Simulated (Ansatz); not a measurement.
LaB6:
Space group Pm-3m (No. 221); a = 4.155 Å, b = 4.155 Å, c = 4.155 Å, α = 90.00°, β = 90.00°, γ = 90.00°

```json
[
 {"atom": "La", "site": "1a", "symmetry": "m-3m", "x": "0.0000", "y": "0.0000", "z": "0.0000"},
 {"atom": "B", "site": "6f", "symmetry": "4m.m", "x": "0.1998", "y": "0.5000", "z": "0.5000"}
]
```

Relaxed with PBE.

### Question
Which orbitals make up the states near the Fermi level in DFT-PBE in the program Ansatz with PAW potentials?

### Answer
Within 0.5 eV of the Fermi level: B 2p 43 %, La 5d 30 %, La 4f 24 %. Projections are on Löwdin-orthogonalised atomic valence shells; empty p or d shells of many metals are not among them.

### Question
Tabulate the density of states.

### Answer
States/eV per cell of 7 atoms, in 0.25 eV bins, energy from the Fermi level.

```csv
E (eV),total,B 2p,La 4f,La 5d
-7.85,1.92,1.22,0.01,0.10
-7.60,1.75,1.17,0.01,0.10
-7.35,0.49,0.32,0.00,0.04
-7.10,0.42,0.27,0.00,0.03
-6.85,1.50,0.97,0.01,0.10
-6.60,1.51,1.01,0.01,0.12
-6.35,1.27,0.86,0.01,0.10
-6.10,1.31,0.92,0.01,0.11
-5.85,1.57,1.15,0.01,0.14
-5.60,1.89,1.43,0.01,0.17
-5.35,2.32,1.81,0.02,0.20
-5.10,2.31,1.80,0.02,0.16
-4.85,2.03,1.63,0.02,0.14
-4.60,3.49,2.90,0.02,0.25
-4.35,4.12,3.35,0.04,0.43
-4.10,3.63,2.98,0.04,0.35
-3.85,2.75,2.28,0.04,0.26
-3.60,2.80,2.36,0.05,0.24
-3.35,3.96,3.44,0.08,0.23
-3.10,3.61,3.24,0.07,0.16
-2.85,3.17,2.90,0.07,0.11
-2.60,1.89,1.73,0.04,0.07
-2.35,0.88,0.74,0.03,0.07
-2.10,0.88,0.69,0.04,0.12
-1.85,0.86,0.70,0.04,0.11
-1.60,0.45,0.29,0.03,0.13
-1.35,0.36,0.18,0.02,0.15
-1.10,0.43,0.20,0.04,0.18
-0.85,0.52,0.24,0.05,0.21
-0.60,0.62,0.29,0.08,0.23
-0.35,0.79,0.36,0.13,0.27
-0.10,0.89,0.39,0.19,0.28
0.15,0.93,0.39,0.23,0.27
0.40,1.30,0.53,0.39,0.34
0.65,1.70,0.62,0.65,0.37
0.90,2.65,0.81,1.33,0.39
1.15,3.51,0.80,2.19,0.37
1.40,3.48,0.49,2.67,0.22
1.65,10.47,0.65,9.17,0.49
1.90,26.59,0.61,25.13,0.66
2.15,7.58,0.50,6.32,0.66
2.40,4.46,0.69,2.41,1.15
2.65,3.56,0.70,1.20,1.42
2.90,4.10,0.81,0.73,2.17
3.15,4.23,0.86,0.53,2.39
3.40,5.03,1.04,0.36,3.12
3.65,4.63,1.18,0.26,2.70
3.90,4.51,1.17,0.20,2.56
```

Symmetry was held in the PBE relaxation. Scalar-relativistic: spin–orbit coupling is off unless named, which matters more the heavier the elements.

Potentials: the later of the program's two PAW sets.
